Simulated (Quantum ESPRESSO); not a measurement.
```yaml
crystal:
  lattice:
    - [5.55158, 0.00000, 0.00000]
    - [0.00000, 5.55158, 0.00000]
    - [0.00000, 0.00000, 5.55158]
  atoms:
    - { symbol: Be, position: [0.01033, 0.01033, 0.01033] }
    - { symbol: Se, position: [0.25000, 0.25000, 0.25000] }
    - { symbol: Be, position: [0.01033, 0.48967, 0.48967] }
    - { symbol: Te, position: [0.25000, 0.75000, 0.75000] }
    - { symbol: Be, position: [0.48967, 0.01033, 0.48967] }
    - { symbol: Te, position: [0.75000, 0.25000, 0.75000] }
    - { symbol: Be, position: [0.48967, 0.48967, 0.01033] }
    - { symbol: Te, position: [0.75000, 0.75000, 0.25000] }
```
The cell was made here from a computed Materials Project entry: one of 4 Te replaced by Se, cell and atoms relaxed (PBE without dispersion, pw.x of a modified build of Quantum ESPRESSO, symmetry kept). The parent is BeTe in F-43m; whether this form has been observed was not checked. The swapped cell is a model, not a known phase. Stability against distortions was not tested.

A lattice sum over point charges, one formal value an element (Be +2, Te -2, Se -2), with no Sternheimer factor, costs far less than a self-consistent run. Taken along the main axis of each site's self-consistent tensor, it gives:

```
site                V along that axis, point charges (a.u.)
------------------  ---------------------------------------
Te (atoms 4, 6, 8)                                   -0.011
```

**Question.** How do the values of a PBE PAW density (pw.x of Quantum ESPRESSO, JTH datasets) with the all-electron reconstruction of Petrilli and co-workers compare?

**Answer.** 
```json
[
 {"site": "Te", "Vzz, PAW (a.u.)": "-0.465", "PAW over point charges": "44"}
]
```
  Cores are frozen. Te had no test against all-electron runs. Spin–orbit coupling is left out, a limit on Te.
